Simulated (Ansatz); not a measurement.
CaAl2O4:
```cif
data_Al12Ca6O24
_chemical_formula_sum 'Ca6 Al12 O24'
_space_group_name_H-M_alt 'P 1'
_space_group_IT_number 1
_cell_length_a 8.74420
_cell_length_b 8.74420
_cell_length_c 8.09628
_cell_angle_alpha 90.000
_cell_angle_beta 90.000
_cell_angle_gamma 120.000
loop_
_space_group_symop_operation_xyz
  'x, y, z'
loop_
_atom_site_label
_atom_site_type_symbol
_atom_site_fract_x
_atom_site_fract_y
_atom_site_fract_z
_atom_site_occupancy
Ca1 Ca 0.00000 0.00000 0.73217 1
Ca2 Ca 0.00000 0.00000 0.23217 1
Ca3 Ca 0.66667 0.33333 0.23522 1
Ca4 Ca 0.33333 0.66667 0.73522 1
Ca5 Ca 0.66667 0.33333 0.80299 1
Ca6 Ca 0.33333 0.66667 0.30299 1
Al1 Al 0.34192 0.31414 0.54391 1
Al2 Al 0.02778 0.34192 0.04391 1
Al3 Al 0.68586 0.02778 0.54391 1
Al4 Al 0.65808 0.68586 0.04391 1
Al5 Al 0.97222 0.65808 0.54391 1
Al6 Al 0.31414 0.97222 0.04391 1
Al7 Al 0.97933 0.66075 0.93715 1
Al8 Al 0.31858 0.97933 0.43715 1
Al9 Al 0.33925 0.31858 0.93715 1
Al10 Al 0.02067 0.33925 0.43715 1
Al11 Al 0.68142 0.02067 0.93715 1
Al12 Al 0.66075 0.68142 0.43715 1
O1 O 0.58275 0.79188 0.90906 1
O2 O 0.79087 0.58275 0.40906 1
O3 O 0.20812 0.79087 0.90906 1
O4 O 0.41725 0.20812 0.40906 1
O5 O 0.20913 0.41725 0.90906 1
O6 O 0.79188 0.20913 0.40906 1
O7 O 0.44700 0.54545 0.51912 1
O8 O 0.90155 0.44700 0.01912 1
O9 O 0.45455 0.90155 0.51912 1
O10 O 0.55300 0.45455 0.01912 1
O11 O 0.09845 0.55300 0.51912 1
O12 O 0.54545 0.09845 0.01912 1
O13 O 0.26216 0.87853 0.24133 1
O14 O 0.38363 0.26216 0.74133 1
O15 O 0.12147 0.38363 0.24133 1
O16 O 0.73784 0.12147 0.74133 1
O17 O 0.61637 0.73784 0.24133 1
O18 O 0.87853 0.61637 0.74133 1
O19 O 0.88659 0.11101 0.03539 1
O20 O 0.77558 0.88659 0.53539 1
O21 O 0.88899 0.77558 0.03539 1
O22 O 0.11341 0.88899 0.53539 1
O23 O 0.22442 0.11341 0.03539 1
O24 O 0.11101 0.22442 0.53539 1
```

Relaxed with r²SCAN.

Problem. Which orbitals make up the states near the band edges in DFT-r²SCAN in the program Ansatz with PAW potentials?

Solution. Top 1 eV of the valence band: O 2p 96 %. Bottom 1 eV of the conduction band: Ca 4s 39 %, O 2s 22 %, Al 3s 15 %, Al 3p 10 %, O 2p 7 %, outside the projected shells 7 %. Projections are on Löwdin-orthogonalised atomic valence shells; empty p or d shells of many metals are not among them.

Problem. Tabulate the density of states.

Solution. States/eV per cell of 42 atoms, in 0.25 eV bins, energy from the valence-band maximum.

```tsv
E (eV)	total	O 2p	Al 3p	Al 3s
-5.30	0.00	0.00	0.00	0.00
-5.05	15.94	12.21	0.75	2.58
-4.80	17.67	13.65	0.75	2.75
-4.55	14.37	11.14	0.67	2.08
-4.30	9.13	7.08	0.63	1.07
-4.05	18.37	14.21	1.81	1.66
-3.80	19.55	15.22	2.35	1.34
-3.55	5.52	4.32	0.92	0.13
-3.30	25.53	20.22	4.27	0.28
-3.05	34.49	27.93	5.11	0.29
-2.80	28.55	23.69	3.41	0.30
-2.55	20.61	17.41	1.98	0.11
-2.30	37.15	31.91	3.07	0.19
-2.05	34.88	31.10	1.86	0.18
-1.80	34.97	31.82	1.31	0.17
-1.55	33.28	30.72	0.95	0.09
-1.30	53.02	49.77	1.03	0.08
-1.05	43.41	41.17	0.66	0.06
-0.80	42.26	40.32	0.60	0.05
-0.55	30.41	29.24	0.35	0.02
-0.30	45.61	44.10	0.47	0.03
-0.05	11.26	10.93	0.10	0.00
0.20	0.00	0.00	0.00	0.00
0.45	0.00	0.00	0.00	0.00
0.70	0.00	0.00	0.00	0.00
0.95	0.00	0.00	0.00	0.00
1.20	0.00	0.00	0.00	0.00
1.45	0.00	0.00	0.00	0.00
1.70	0.00	0.00	0.00	0.00
1.95	0.00	0.00	0.00	0.00
2.20	0.00	0.00	0.00	0.00
2.45	0.00	0.00	0.00	0.00
2.70	0.00	0.00	0.00	0.00
2.95	0.00	0.00	0.00	0.00
3.20	0.00	0.00	0.00	0.00
3.45	0.00	0.00	0.00	0.00
3.70	0.00	0.00	0.00	0.00
3.95	0.00	0.00	0.00	0.00
4.20	0.00	0.00	0.00	0.00
4.45	0.00	0.00	0.00	0.00
4.70	0.00	0.00	0.00	0.00
4.95	0.02	0.00	0.00	0.00
5.20	0.49	0.02	0.02	0.08
5.45	0.91	0.05	0.07	0.14
5.70	1.50	0.11	0.16	0.22
5.95	2.31	0.21	0.31	0.33
6.20	1.94	0.20	0.33	0.26
6.45	3.28	0.36	0.63	0.42
6.70	4.69	0.51	0.99	0.52
6.95	8.34	0.59	1.67	0.57
7.20	24.62	1.40	4.63	0.95
7.45	37.42	2.02	6.65	0.78
7.70	42.51	1.97	6.21	0.88
7.95	31.23	1.39	4.55	1.11
8.20	21.65	1.03	3.24	1.23
8.45	17.61	0.87	2.70	0.99
8.70	20.48	1.02	3.45	0.97
8.95	12.65	0.80	2.50	0.49
9.20	13.39	1.01	2.97	0.56
9.45	15.50	1.01	3.69	0.58
9.70	29.14	1.61	5.18	0.70
```

Space group P6_3. The first step of the workflow began from a Materials Project structure, measured or hypothetical; the Crystallography Open Database copy checked does not list it. COD files the formula under space group No. 14, so this cell is another polymorph or a model. Whether it is the stable phase at ambient conditions was not checked. The r²SCAN relaxation kept the symmetry of its start; its stability against distortions is not shown here.

Potentials: the earlier of the program's two PAW sets.
